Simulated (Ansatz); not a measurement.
# LiFePO4, a database entry at a rescaled volume

```yaml
crystal:
  lattice:
    - [2.78974, 4.17047, 0.00000]
    - [2.78974, -4.17047, 0.00000]
    - [0.00000, 0.00000, -6.22129]
  atoms:
    - { symbol: O, position: [0.69500, 0.76100, 0.75000] }
    - { symbol: O, position: [0.30500, 0.23900, 0.25000] }
    - { symbol: O, position: [0.76100, 0.69500, 0.25000] }
    - { symbol: O, position: [0.23900, 0.30500, 0.75000] }
    - { symbol: Li, position: [0.67600, 0.32400, 0.75000] }
    - { symbol: Li, position: [0.32400, 0.67600, 0.25000] }
    - { symbol: Fe, position: [0.00000, 0.00000, 0.00000] }
    - { symbol: Fe, position: [0.00000, 0.00000, 0.50000] }
    - { symbol: P, position: [0.35040, 0.64960, 0.75000] }
    - { symbol: P, position: [0.64960, 0.35040, 0.25000] }
    - { symbol: O, position: [0.24700, 0.75300, 0.95700] }
    - { symbol: O, position: [0.75300, 0.24700, 0.45700] }
    - { symbol: O, position: [0.75300, 0.24700, 0.04300] }
    - { symbol: O, position: [0.24700, 0.75300, 0.54300] }
```

Single point in Ansatz 0.2.0 with r2SCAN, no spin polarisation. Cutoff 500 eV, PAW datasets, 6×6×4 Γ-centred k mesh, gaussian filling (width 0.1632 eV).

Question: Is it stable against the elements?

Answer: -1.93 eV an atom against the elements' usual phases (free molecules for gases, crystals otherwise, with no correction for O₂ or N₂), so it is bound against them; other compounds may still compete. Relaxing would lower it.

Question: What does the stress say?

Answer: The pressure is -16.2 GPa (compression positive), so with the atoms held at these fractions the cell would first shrink; the forces are large, so a full relaxation may end otherwise. The principal stresses -16.8, -16.0, -15.7 GPa differ, so its shape would change too.

Question: What is the band gap?

Answer: The gap is 1.35 eV, indirect (the least direct gap found is 1.39 eV).

Question: What is the character of the valence top and the conduction bottom?

Answer: Within 0.7 eV of the edges, the states project mainly on Fe d (92 %) below the gap and on Fe d (83 %) above it.

Question: Which atom feels the largest force, and which way?

Answer: The largest is on O14 (and as large on other atoms): 0.94 eV/Å, components (0.00, 0.07, -0.94). It makes 30° with the line to a nearest neighbour, P9 at 1.55 Å, pointing towards it.

Origin: a database entry at a rescaled volume. Caveats: no spin polarisation, so a magnetic state may lie lower; atoms or cell far from equilibrium; wide smearing.
